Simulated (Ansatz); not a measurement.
Ansatz input file:

```yaml
crystal:
  lattice:
    - [6.5050630641, 0.0, 0.0]
    - [-3.252531532, 5.6335498667, 0.0]
    - [0.0, 0.0, 3.5980008305]
  atoms:
    - { symbol: Zr, position: [0.5855187985, 0.0, 0.5] }
    - { symbol: Zr, position: [0.4144812015, 0.4144812015, 0.5] }
    - { symbol: Zr, position: [0.0, 0.5855187985, 0.5] }
    - { symbol: Si, position: [0.0, 0.0, 0.5] }
    - { symbol: Si, position: [0.3333333333, 0.6666666667, 0.0] }
    - { symbol: Si, position: [0.6666666667, 0.3333333333, 0.0] }
    - { symbol: Ru, position: [0.2449014969, 0.0, 0.0] }
    - { symbol: Ru, position: [0.7550985031, 0.7550985031, 0.0] }
    - { symbol: Ru, position: [0.0, 0.2449014969, 0.0] }
basis:
  ecutwfc: 420
kpoints:
  mp_grid: { grid: [6, 6, 10] }
hamiltonian:
  xc: pbesol
scf:
  occupations: { method: gaussian, width: 0.1 }
output:
  forces: true
  stress: true
  eigenvalues: true
  write_density: true
  write_potential: true
  elf: true
  volumetric_format: npy
relax:
  adjacent_minimum: "off"
  f_tol: 0.01
  max_steps: 30
  cell: { stress_tol: 0.1, fix: [volume] }
```

Launched with
```bash
ansatz run input.yaml --threads 2 --pin off --max-ram 5120MiB --backend cpu --events-out ev --progress --plain --runs-dir out
```

These are results of DFT PBEsol, scalar-relativistic, plane waves, PAW in Ansatz, not measurements.

Part of what the program printed, abridged (iterations and final results):

```
SCF iter   1: F=—  HF=-31708.383436 eV  |F-HF|=—  |Δ(HF+E_count)|=         —  Δρ=7.19e-3  dr2=3.87e-2  ethr=1.77e-3  ⟨swp⟩=6.0  Hψ=8479  notcnv=0  defer=4
SCF iter   2: F=—  HF=-31708.376300 eV  |F-HF|=—  |Δ(HF+E_count)|=   7.14e-3  Δρ=3.67e-3  dr2=1.31e-2  ethr=4.03e-5  ⟨swp⟩=2.0  Hψ=3481  notcnv=0  defer=4
SCF iter   3: F=—  HF=-31708.372454 eV  |F-HF|=—  |Δ(HF+E_count)|=   3.85e-3  Δρ=6.10e-4  dr2=7.36e-4  ethr=1.37e-5  ⟨swp⟩=2.0  Hψ=3205  notcnv=0  defer=4
SCF iter   4: F=—  HF=-31708.372302 eV  |F-HF|=—  |Δ(HF+E_count)|=   1.52e-4  Δρ=2.17e-4  dr2=6.04e-5  ethr=7.67e-7  ⟨swp⟩=2.0  Hψ=3351  notcnv=0  defer=4
SCF iter   5: F=—  HF=-31708.372368 eV  |F-HF|=—  |Δ(HF+E_count)|=   6.65e-5  Δρ=5.16e-5  dr2=2.72e-6  ethr=6.29e-8  ⟨swp⟩=2.0  Hψ=4011  notcnv=0  defer=4
SCF iter   6: F=-31708.372368 eV  HF=-31708.372368 eV  |F-HF|=1.27e-8  |Δ(HF+E_count)|=   4.05e-7  Δρ=7.22e-6  dr2=5.30e-8  ethr=1.04e-10  ⟨swp⟩=11.4  Hψ=17579  notcnv=0
SCF 1 converged in 6 iterations: F = -31708.372368 eV  dr2 = 5.30e-8
relax step   1: F+E_penalty+E_count = -31708.37236805 eV  Δ(F+E_penalty+E_count) = +0.000e0 eV  max|allowed force component| = 9.492e-2 eV/Å  Δτ_max = 0.0000 Å  P = +14.614 GPa  Ω = 131.854 Å³  fix = [volume]  reactions: volume +14.614 GPa (6 SCF iters, dr2 threshold 1.00e-7 eV, accepted)
Basis set: ecut = 420 eV, 2567 PW (Γ), exchange–correlation on 90×90×50 points (8 copies of the dense FFT grid, shifted against one another)
Initial density: handed on by an earlier stage of this run
Initial wavefunctions: those handed on with the density
SCF iter   1: F=—  HF=-31708.372855 eV  |F-HF|=—  |Δ(HF+E_count)|=         —  Δρ=1.03e-3  dr2=9.77e-4  ethr=1.10e-6  ⟨swp⟩=2.9  Hψ=10345  notcnv=0
SCF iter   2: F=—  HF=-31708.372674 eV  |F-HF|=—  |Δ(HF+E_count)|=   1.82e-4  Δρ=5.69e-4  dr2=2.95e-4  ethr=1.02e-6  ⟨swp⟩=1.0  Hψ=2436  notcnv=0
SCF iter   3: F=—  HF=-31708.372668 eV  |F-HF|=—  |Δ(HF+E_count)|=   5.55e-6  Δρ=7.25e-5  dr2=9.58e-6  ethr=3.07e-7  ⟨swp⟩=2.0  Hψ=3304  notcnv=0
SCF iter   4: F=-31708.372665 eV  HF=-31708.372666 eV  |F-HF|=2.32e-7  |Δ(HF+E_count)|=   2.31e-6  Δρ=1.67e-5  dr2=3.66e-7  ethr=9.97e-9  ⟨swp⟩=2.0  Hψ=3906  notcnv=0
SCF iter   5: F=-31708.372666 eV  HF=-31708.372666 eV  |F-HF|=2.31e-8  |Δ(HF+E_count)|=   7.76e-8  Δρ=4.24e-6  dr2=3.31e-8  ethr=3.82e-10  ⟨swp⟩=2.0  Hψ=3886  notcnv=0
SCF iter   6: F=-31708.372666 eV  HF=-31708.372666 eV  |F-HF|=3.49e-10  |Δ(HF+E_count)|=   6.84e-9  Δρ=8.92e-7  dr2=7.26e-10  ethr=3.45e-11  ⟨swp⟩=5.6  Hψ=14163  notcnv=0
SCF 2 converged in 6 iterations: F = -31708.372666 eV  dr2 = 7.26e-10
relax step   2: F+E_penalty+E_count = -31708.37266560 eV  Δ(F+E_penalty+E_count) = -2.975e-4 eV  max|allowed force component| = 9.100e-2 eV/Å  Δτ_max = 0.0070 Å  P = +14.474 GPa  Ω = 131.854 Å³  energy of the carried Pulay correction = -1.804e-17 eV  fix = [volume]  reactions: volume +14.474 GPa (6 SCF iters, dr2 threshold 5.63e-7 eV, accepted)
Basis set: ecut = 420 eV, 2555 PW (Γ), exchange–correlation on 90×90×50 points (8 copies of the dense FFT grid, shifted against one another)
SCF iter   1: F=—  HF=-31708.373314 eV  |F-HF|=—  |Δ(HF+E_count)|=         —  Δρ=4.67e-4  dr2=1.97e-4  ethr=2.08e-7  ⟨swp⟩=2.8  Hψ=10055  notcnv=0
SCF iter   2: F=—  HF=-31708.373352 eV  |F-HF|=—  |Δ(HF+E_count)|=   3.79e-5  Δρ=2.60e-4  dr2=6.13e-5  ethr=2.05e-7  ⟨swp⟩=1.0  Hψ=2436  notcnv=0
SCF iter   3: F=—  HF=-31708.373335 eV  |F-HF|=—  |Δ(HF+E_count)|=   1.70e-5  Δρ=3.22e-5  dr2=2.12e-6  ethr=6.39e-8  ⟨swp⟩=2.0  Hψ=3552  notcnv=0
SCF iter   4: F=-31708.373335 eV  HF=-31708.373335 eV  |F-HF|=4.71e-8  |Δ(HF+E_count)|=   4.56e-7  Δρ=7.26e-6  dr2=7.00e-8  ethr=2.20e-9  ⟨swp⟩=2.0  Hψ=3802  notcnv=0
SCF iter   5: F=-31708.373335 eV  HF=-31708.373335 eV  |F-HF|=5.05e-9  |Δ(HF+E_count)|=   1.41e-8  Δρ=1.79e-6  dr2=6.69e-9  ethr=7.29e-11  ⟨swp⟩=2.0  Hψ=3987  notcnv=0
SCF iter   6: F=-31708.373335 eV  HF=-31708.373335 eV  |F-HF|=7.28e-11  |Δ(HF+E_count)|=   1.16e-9  Δρ=3.70e-7  dr2=1.42e-10  ethr=6.97e-12  ⟨swp⟩=5.1  Hψ=12908  notcnv=0
SCF 3 converged in 6 iterations: F = -31708.373335 eV  dr2 = 1.42e-10
relax step   3: F+E_penalty+E_count = -31708.37333463 eV  Δ(F+E_penalty+E_count) = -6.690e-4 eV  max|allowed force component| = 3.028e-3 eV/Å  Δτ_max = 0.0033 Å  P = +14.535 GPa  Ω = 131.854 Å³  energy of the carried Pulay correction = -6.014e-18 eV  fix = [volume]  reactions: volume +14.535 GPa (6 SCF iters, dr2 threshold 5.18e-7 eV, accepted)
Basis set: ecut = 420 eV, 2555 PW (Γ), exchange–correlation on 90×90×48 points (8 copies of the dense FFT grid, shifted against one another)
Initial wavefunctions: pseudopotential atomic-orbital guess (no wavefunctions were taken with the density)
SCF iter   1: F=—  HF=-31708.373184 eV  |F-HF|=—  |Δ(HF+E_count)|=         —  Δρ=4.45e-6  dr2=3.04e-9  ethr=2.89e-7  ⟨swp⟩=3.0  Hψ=14353  notcnv=0
SCF iter   2: F=—  HF=-31708.373347 eV  |F-HF|=—  |Δ(HF+E_count)|=   1.63e-4  Δρ=2.16e-6  dr2=6.33e-10  ethr=3.17e-12  ⟨swp⟩=3.4  Hψ=6656  notcnv=0
SCF iter   3: F=-31708.373347 eV  HF=-31708.373347 eV  |F-HF|=1.38e-10  |Δ(HF+E_count)|=  7.06e-10  Δρ=9.35e-7  dr2=1.47e-10  ethr=1.00e-12  ⟨swp⟩=1.0  Hψ=2436  notcnv=0
SCF iter   4: F=-31708.373347 eV  HF=-31708.373347 eV  |F-HF|=7.28e-12  |Δ(HF+E_count)|=  1.60e-10  Δρ=3.28e-7  dr2=2.20e-11  ethr=1.00e-12  ⟨swp⟩=1.0  Hψ=2436  notcnv=0
SCF iter   5: F=-31708.373347 eV  HF=-31708.373347 eV  |F-HF|=7.28e-12  |Δ(HF+E_count)|=  7.28e-12  Δρ=7.74e-8  dr2=2.38e-12  ethr=1.00e-12  ⟨swp⟩=1.0  Hψ=2436  notcnv=0
SCF iter   6: F=-31708.373347 eV  HF=-31708.373347 eV  |F-HF|=0.00e0  |Δ(HF+E_count)|=  7.28e-12  Δρ=2.12e-8  dr2=1.96e-13  ethr=1.00e-12  ⟨swp⟩=1.0  Hψ=2436  notcnv=0
SCF iter   7: F=-31708.373347 eV  HF=-31708.373347 eV  |F-HF|=0.00e0  |Δ(HF+E_count)|=    0.00e0  Δρ=7.10e-9  dr2=2.13e-14  ethr=1.00e-12  ⟨swp⟩=3.0  Hψ=7909  notcnv=0
SCF 4 converged in 7 iterations: F = -31708.373347 eV  dr2 = 2.13e-14
SCF converged after 7 iterations
Free energy (F): -31708.373347 eV
Harris-Foulkes:  -31708.373347 eV  (|F-HF|=0.00e0)
Internal energy: -31708.341830 eV  (E = F + TS)
E sigma→0 (E₀):  -31708.357588 eV
Entropy (-TS):   -0.031517 eV (-3.502 meV/atom)
Fermi energy:    18.150817 eV
--- Per-component energies (eV) ---
  E_band       = -405.316622
  E_kinetic    = 2702.460570
  E_local      = -6869.065665  (includes V_loc(G=0)·N_el)
  E_nonlocal   = 1357.638789
  E_hartree    = 2388.714278
  E_xc         = -1232.502813
  E_vxc        = -1451.971939  (∫ρ·V_xc dr)
  E_paw        = -20397.446071  (= ΣΔE_a)
  E_vpaw       = -921.806444  (= ΣTr[D̂ρ^β])
  E_aug_tail   = -0.000487  (compensation charges beyond the density's cutoff)
  E_ewald      = -9659.492162
  E_core_change = 1.351731  (= ΣΔE_core)
  E_smearing   = -0.031517  (= −TS)
--- Forces (eV/Å), atoms counted from 1 ---
  atom   1  Zr     0.00061261     0.00000000     0.00000000
  atom   2  Zr    -0.00030631    -0.00053054     0.00000000
  atom   3  Zr    -0.00030631     0.00053054     0.00000000
  atom   4  Si     0.00000000     0.00000000     0.00000000
  atom   5  Si     0.00000000     0.00000000     0.00000000
  atom   6  Si     0.00000000     0.00000000     0.00000000
  atom   7  Ru    -0.00301907     0.00000000     0.00000000
  atom   8  Ru     0.00150953     0.00261459     0.00000000
  atom   9  Ru     0.00150953    -0.00261459     0.00000000
--- Stress (GPa, compression-positive) ---
       14.541181       0.000000       0.000000
        0.000000      14.541181       0.000000
        0.000000       0.000000      14.522287
  P = ⅓ Tr σ = 14.5349 GPa (145.349 kbar)
--- Band table (eV; the first three rows and the last of 42) ---
  k-point 0: bands = ["-54.3386", "-54.3063", "-54.3063", "-30.2945", "-30.2574", "-30.2574", "-24.6939", "-24.4913", "-24.4913", "-24.3498", "-24.3498", "-24.3118", "-24.3032", "-24.2633", "-24.2633", "-8.7075", "-8.5549", "-8.5549", "-8.4110", "-8.3878", "-8.3622", "-8.3622", "-8.2624", "-8.2624", "7.5348", "9.2133", "10.4102", "12.8684", "12.8684", "13.1821", "13.3472", "13.3472", "13.6458", "14.4758", "14.4758", "14.5625", "15.4135", "15.4282", "15.4282", "15.5732", "15.5732", "16.0874", "16.0874", "16.4704", "16.4704", "17.9377", "18.3704", "18.3704", "18.5940", "18.7990", "18.8015", "19.3561", "19.3561", "20.0507", "20.0507", "20.7576", "20.8386", "21.3110"]
  k-point 1: bands = ["-54.3384", "-54.3062", "-54.3062", "-30.2935", "-30.2559", "-30.2559", "-24.6936", "-24.4917", "-24.4917", "-24.3495", "-24.3495", "-24.3115", "-24.3055", "-24.2661", "-24.2661", "-8.7037", "-8.5517", "-8.5517", "-8.4363", "-8.3869", "-8.3820", "-8.3820", "-8.2606", "-8.2606", "7.6680", "9.2764", "10.3265", "12.9701", "12.9701", "13.1558", "13.4592", "13.4592", "13.6448", "14.5414", "14.5414", "14.6215", "15.1279", "15.1279", "15.3716", "15.4412", "15.4412", "16.0495", "16.0495", "16.7588", "16.7588", "17.4585", "18.3861", "18.5220", "18.5220", "18.9195", "18.9292", "19.3627", "19.3627", "20.0468", "20.0468", "20.6171", "21.0951", "21.0951"]
  k-point 2: bands = ["-54.3381", "-54.3059", "-54.3059", "-30.2908", "-30.2519", "-30.2519", "-24.6926", "-24.4929", "-24.4929", "-24.3487", "-24.3487", "-24.3114", "-24.3108", "-24.2735", "-24.2735", "-8.6937", "-8.5433", "-8.5433", "-8.5020", "-8.4333", "-8.4333", "-8.3844", "-8.2559", "-8.2559", "8.0430", "9.4466", "10.1189", "13.0836", "13.2225", "13.2225", "13.5994", "13.6904", "13.6904", "14.5865", "14.5865", "14.7689", "14.9089", "14.9089", "15.1392", "15.1392", "15.2432", "16.1012", "16.1012", "16.7866", "16.9859", "16.9859", "17.8558", "18.9442", "19.0134", "19.0134", "19.1994", "19.2311", "19.2311", "20.0419", "20.0419", "20.1621", "20.7311", "20.7311"]
  k-point 41: bands = ["-54.3371", "-54.3053", "-54.3053", "-30.2621", "-30.2621", "-30.2426", "-24.6892", "-24.4943", "-24.4943", "-24.3498", "-24.3498", "-24.3345", "-24.3070", "-24.2891", "-24.2891", "-8.6110", "-8.6110", "-8.5768", "-8.5508", "-8.5508", "-8.4732", "-8.3542", "-8.3542", "-8.2983", "9.2766", "9.8724", "9.8724", "11.8379", "13.0671", "13.0671", "14.1170", "14.2261", "14.2261", "14.6324", "14.6324", "14.6928", "15.3064", "15.6146", "15.6146", "15.9453", "16.0170", "16.0170", "16.2655", "16.2774", "16.2774", "16.8271", "16.8271", "17.2558", "17.5840", "17.5840", "18.7537", "20.3334", "20.8431", "20.8789", "20.8789", "21.0120", "21.0120", "21.9449"]
--- Relaxed structure (3 steps of the walk, 3 accepted, 1 SCFs on fresh bases) ---
  F+E_penalty+E_count = -31708.37334694 eV   max|allowed force component| = 3.019e-3 eV/Å   (the final SCF, on the basis selected at the relaxed cell)
  cell:  # Å, volume = 131.8545 Å³
    - [6.51213091, 0.0, 0.0]
    - [-3.25606545, 5.63967080, 0.0]
    - [0.0, 0.0, 3.59019499]
  atoms:
    - { symbol: Zr, position: [0.58564420, 0.0, 0.5] }
    - { symbol: Zr, position: [0.41435579, 0.41435579, 0.5] }
    - { symbol: Zr, position: [0.0, 0.58564420, 0.5] }
    - { symbol: Si, position: [0.0, 0.0, 0.5] }
    - { symbol: Si, position: [0.33333333, 0.66666666, 0.0] }
    - { symbol: Si, position: [0.66666666, 0.33333333, 0.0] }
    - { symbol: Ru, position: [0.24546433, 0.0, 0.0] }
    - { symbol: Ru, position: [0.75453566, 0.75453566, 0.0] }
    - { symbol: Ru, position: [0.0, 0.24546433, 0.0] }
```

The relaxation met its thresholds.

The run took 2.7 min on 2 threads of AMD EPYC 7571, on a shared host, peak memory 0.63 GiB.